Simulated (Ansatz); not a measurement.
A geometry of Ta away from equilibrium: step 2 of the relaxation of a relaxed Ta cell displaced along its unstable phonon at q = Γ (57i cm⁻¹), largest move 0.15 Å. Computed with PBEsol (plane waves to 420 eV, PAW, scalar-relativistic; Ansatz, a quantum-chemistry and plane-wave program). Γ-centred k-mesh 13×13×4 on the run's cell (coarser than for final values), Fermi–Dirac smearing 0.05 eV.

```
CELL_PARAMETERS angstrom
      2.90565     0.00000     0.00000
     -1.45282     2.50916     0.00000
      0.00000     0.00000     9.96404
ATOMIC_POSITIONS crystal
  Ta 0.95426 0.90852 0.00206
  Ta 0.95426 0.90852 0.49794
  Ta 0.40254 0.80507 0.25000
  Ta 0.68894 0.37788 0.75000
```

Q: Which atoms carry the largest force, and which way does it point?

A: 0.51 eV/Å, on Ta3 (atoms numbered as listed); on Ta3 its components are (0.00, 0.51, 0.00).

Q: What is the pressure?

A: -0.6 GPa, compression positive.

No spin polarisation in the result.

The run could not lose the symmetry of its start.

Of the parent cell (P6₃/mmc (No. 194)): it is a generated cell of Ta: the first start was made by placing the elements on the sites of a structure type, and the end was not matched to a known phase here, so it may be hypothetical. Known forms of Ta include space group No. 229.
